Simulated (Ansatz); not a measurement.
CdSe (rock salt, Fm-3m) at seven volumes, DFT-r²SCAN in the program Ansatz with PAW potentials, shape and atoms relaxed at each. One row is withheld.

```
V (Å³/atom)  P (GPa)
-----------  -------
20.907          8.21
21.596             ?
22.285          2.28
22.974          0.00
23.664         -1.93
24.353         -3.55
25.042         -4.91
```

Question: Fit the shown pressures and predict the withheld one.

Answer: P = (3/2)B₀(x^(7/2) − x^(5/2))[1 + (3/4)(B′ − 4)(x − 1)] with x = (V₀/V)^(2/3). Least squares on the six rows gives V₀ = 22.973 Å³/atom, B₀ = 69.7 GPa, B′ = 4.71. At V = 21.596, x = 1.0421 and P = 4.98 GPa. The run itself gave 4.99 GPa.

This is a known high-pressure phase of the composition, computed here at zero pressure and temperature. Symmetry was held in the r²SCAN relaxation; of distortions, only those at the zone centre were tested.

Potentials: the later of the program's two PAW sets.
